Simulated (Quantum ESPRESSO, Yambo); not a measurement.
For BaCNSCl (space group P2_1/m, No. 11), Yambo gives the independent-particle static dielectric constant along x as 5.11 on PBEsol bands and 4.01 after a scissor of 2.37 eV widens every gap (4×4×2 mesh, 175 bands, 3 Ry local-field block, 0.2 eV broadening). Axes are Cartesian, with cell vectors (Å) (5.91, 0.00, 0.00), (0.00, 4.69, 0.00), (-1.35, 0.00, 8.80).

### Question
A scissor keeps the position matrix elements. In a one-oscillator model, how does ε − 1 scale, and what mean transition energy do the two values imply?

### Answer
Each transition adds |r|²/E to ε − 1, so ε − 1 ∝ 1/(E0 + Δ). Then (4.01 − 1)/(5.11 − 1) = E0/(E0 + Δ) = 0.732, and E0 = Δ(ε' − 1)/(ε − ε') = 6.5 eV. The computed Im ε, weighted by 1/E up to 20 eV, has its mean at 7.2 eV; the smallest direct PBEsol gap is 4.15 eV. The scissor comes from a G0W0 run whose convergence isn't established. Convergence of the RPA response with its 4×4×2 mesh was not tested.

Bands from Quantum ESPRESSO.

Geometry of the Materials Project entry, not relaxed at this level; primitive cell a = 5.9131 Å, b = 4.6898 Å, c = 8.9050 Å, α = γ = 90.00°, β = 98.71°.
